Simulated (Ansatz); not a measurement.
Input and command of a plane-wave DFT calculation in Ansatz:

```yaml
crystal:
  lattice:
    - [2.3500265396, 1.3567884553, 3.3670513338]
    - [-2.3500265396, 1.3567884553, 3.3670513338]
    - [0.0, -2.7135769105, 3.3670513338]
  atoms:
    - { symbol: Bi, position: [0.5, 0.5, 0.5] }
    - { symbol: Te, position: [0.0, 0.0, 0.0] }
basis:
  ecutwfc: 420
kpoints:
  mp_grid: { grid: [12, 12, 12] }
hamiltonian:
  xc: pbesol
scf:
  occupations: { method: gaussian, width: 0.15 }
output:
  forces: true
  stress: true
  eigenvalues: true
```

```bash
ansatz run input.yaml --threads 1 --pin off --max-ram 2560MiB --backend cpu --events-out ev --progress --plain --runs-dir out
```

Processor: Intel(R) Xeon(R) Processor @ 2.50GHz (Skylake/Cascade Lake), 1 thread, on a host shared with other jobs.

Estimate time, memory and problem size.

About 26 s on 1 thread of Intel(R) Xeon(R) Processor @ 2.50GHz (Skylake/Cascade Lake), on a shared host, peak memory 0.5 GiB. It solves 20 bands at 189 k points (the mesh reduced by symmetry) with about 1259 plane waves, in 7 SCF iterations.
